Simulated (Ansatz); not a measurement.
With plane-wave PAW r²SCAN (Ansatz code), Ag in the cubic phase (Fd-3m; Ag on 8a, Ag on 16d) relaxes to a = 7.635 Å.

Electronic character: metallic (no gap). Gap from r²SCAN with spin–orbit coupling: none (metallic).

An equation-of-state fit gives a bulk modulus of 89.9 GPa.

The start of the workflow was typed in or built on a structure type; neither database checked (COD, Materials Project) lists it. It is not the phase usual at ambient conditions (space group No. 225). The r²SCAN relaxation kept the symmetry of its start; its stability against distortions is not shown here. No spin polarisation was allowed. Scalar-relativistic: spin–orbit coupling is off unless named, which matters more the heavier the elements.

Potentials: the later of the program's two PAW sets.
